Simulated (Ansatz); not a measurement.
**SnGeO3, first-principles data**

SnGeO$_{3}$:
Space group P4mm (No. 99); a = b = 3.6018 Å, c = 4.5645 Å, α = β = γ = 90.00°

```
atom  site  symmetry       x       y       z
----  ----  --------  ------  ------  ------
Ge      1b       4mm  0.5000  0.5000  0.4923
Sn      1a       4mm  0.0000  0.0000  0.0222
O       1b       4mm  0.5000  0.5000  0.8723
O       2c      2mm.  0.0000  0.5000  0.3596
```

Space group P4mm (No. 99); conventional cell a = 3.602 Å, b = 3.602 Å, c = 4.565 Å, α = 90.00°, β = 90.00°, γ = 90.00°.

Method: plane-wave PAW LDA (Ansatz code). Structure relaxed to zero pressure with the same functional. Other levels are named where they apply.

**Cell and energy**

- Volume per atom = 11.84 Å³
- Density = 6.71 g/cm³
- Formation energy from the elements (no fitted shifts) = -1.47 eV/atom

**Electronic structure**

Electronic character: metallic (no gap)
Density of states at the Fermi level: 0.10 states/eV per atom (mean over ±0.08 eV)

**Mechanics**

- Bulk modulus (Birch–Murnaghan fit) = 91.7 GPa
- Pressure derivative B′ = 4.2

**Phonons**

- Highest zone-centre frequency = 709 cm⁻¹
- Zone-centre stability = no imaginary mode at Γ

The cell is a constructed one: a structure type filled with these elements; neither database checked (COD, Materials Project) lists it. Whether it is the stable phase at ambient conditions was not checked. Symmetry was held in the LDA relaxation. As this level gives no gap, phonon frequencies hold no LO–TO term and depend on the k-mesh and smearing (Fermi–Dirac, 0.1 eV here). The references are the lowest solids computed at this level, not always the standard phases (solids in place of the gases). Spin–orbit coupling is left out wherever it is not named.

Potentials: the later of the program's two PAW sets.
